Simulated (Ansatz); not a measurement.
Bulk modulus and its pressure derivative give the pressure that a small compression needs; a soft, simple solid makes a sensitive pressure gauge, a stiff one a good anvil or seat.

The reference row is fcc Au. Hydrostatic compression by 5 % of the volume (V₀/V = 1.0526), no change of phase.

Where the numbers come from (Ansatz, a plane-wave PAW program): B₀, B₀′: r²SCAN, Birch–Murnaghan fit of energy against volume; volume per atom: r²SCAN, relaxed cell.

Runs started from generated or typed cells of the structure named: fcc Au. Not checked to be the ambient phase: HfCo3B2 (P6/mmm, hP6); LaPd2Ga3 (P6/mmm, hP6); LaIr3B2 (P6/mmm, hP6). Run without spin polarisation: HfCo3B2 (P6/mmm, hP6). Spin–orbit coupling is left out unless named.

Model: linear estimate = B₀ × compression; P = (B₀/B₀′)[(V₀/V)^B₀′ − 1]; modulus under load = B₀ + B₀′P; relative pressure = P/P_ref.

```tsv
crystal	B₀ (GPa)	B₀′	V (Å³/atom)	linear estimate (GPa)	Murnaghan pressure (GPa)	modulus there (GPa)	pressure (relative)
HfCo3B2 (P6/mmm, hP6)	271	4.2	10.03	14	15.50	336	1.69
LaPd2Ga3 (P6/mmm, hP6)	112	4.8	18.33	5.6	6.510	143	1.21
LaIr3B2 (P6/mmm, hP6)	240	4.3	13.88	12	13.76	299	1.50
fcc Au, reference	153	5.9	17.53	7.7	9.159	207	1.00
```

Check the column «pressure (relative)» against the rules: one row is wrong. Find and correct it.

The row of LaPd2Ga3 (P6/mmm, hP6) shows 1.21. From its own inputs, relative pressure: 6.510/9.159 = 0.71. The other rows agree with the rules.

With the correction: By relative pressure (highest first): HfCo3B2 (P6/mmm, hP6) (1.69 ± 0.087), LaIr3B2 (P6/mmm, hP6) (1.50 ± 0.077), fcc Au (1.00 ± 0.051), LaPd2Ga3 (P6/mmm, hP6) (0.71 ± 0.036). The ± follows from allowances picked for this note (B₀ 5 %, B₀′ 0.4), carried to first order and added in quadrature, each row's own inputs moving alone; ≈ joins neighbours closer than their two ± added in quadrature.

B₀′ is the least certain number of such a fit, often by half a unit. Where several phases of a formula are at hand, those over 0.1 eV/atom above the lowest were not drawn (by r²SCAN where it compared them, else by the largest value; a layered or molecular lowest phase counts only with a dispersion term); other phases could lie lower still. Values belong to the structures named, which need not be the stable ones; other polymorphs differ. The rows are a sample and no shortlist: familiar crystals first, some related and some not, whatever their agreement with measurement; tables with many equal figures were not kept. Limits of the draw: no layered crystals, B₀′ of 2 to 8; no unfamiliar magnets, and cubic perovskites only if shown or known to be stable. As a rule kept out of such tables: 4f compounds, open-shell compounds run without a Hubbard term, cells found unstable in the tests at hand, cells close to a higher symmetry, and runs set to a pressure or over 12 % in volume from the crystal's fullest run.
